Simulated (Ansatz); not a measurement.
The start is a randomly generated symmetric cell of TiSi2 (space group No. 4). The cell and all atomic positions are relaxed at zero pressure with PBE (plane waves to 420 eV, PAW, scalar-relativistic; Ansatz, an electronic-structure program). First-step values are on the input's coarse k-mesh.

Ansatz input (later rounds restart from its end on a renewed k-mesh):
Ansatz 0.2 input:
```yaml
crystal:
  lattice:
    - [4.361963, 0, 0]
    - [0, 4.1321927, 0]
    - [-1.0462725, 0, 4.9786394]
  atoms:
    - { symbol: Si, position: [0.86047219, 0.54990238, 0.76598106] }
    - { symbol: Si, position: [0.13952781, 0.04990238, 0.23401894] }
    - { symbol: Si, position: [0.07939995, 0.04733171, 0.68242635] }
    - { symbol: Si, position: [0.92060005, 0.54733171, 0.31757365] }
    - { symbol: Ti, position: [0.55576143, 0.29242505, 0.41122281] }
    - { symbol: Ti, position: [0.44423857, 0.79242505, 0.58877719] }
basis: { ecutwfc: 420, ecutrho_ratio: 4, xc_grid: 2, fft_grid_basis: typed }
kpoints: { mp_grid: { grid: [6, 6, 5] } }
hamiltonian:
  xc: pbe
  dispersion: none
  pseudopotentials: { azcp: { folder: ./paw }, kind: paw }
scf: { occupations: { method: fermi_dirac, width: 0.05 } }
relax: { f_tol: 0.01, max_steps: 100, cell: { stress_tol: 0.02 } }
output: { forces: true, stress: true }
```

- Outcome: The space group goes from P2₁ (No. 4) to P4/mmm (No. 123), with 3 atoms in the primitive cell
- Volume change: +2.2 %, from 14.96 to 15.28 Å³/atom
- Shortest distances (start → end): The closest pairs of elements (up to four, under 3.6 Å), start → end: Si–Ti 2.04 → 2.67 Å; Si–Si 2.34 → 2.36 Å; Ti–Ti 2.35 → 2.77 Å
- Optimiser moves: 33

Final values are on a 17×17×8 k-mesh of the relaxed cell. The start holds a very short contact (Ti–Si 2.04 Å). No spin polarisation in the result.

The run could not lose the symmetry of its start, so the end can be a saddle point.

The relaxed structure here is a generated cell of TiSi2: the first start was made by a random draw of sites in a space group, and the end was not matched to a known phase here, so it may be hypothetical. Known forms of TiSi2 include space group No. 63, 70.
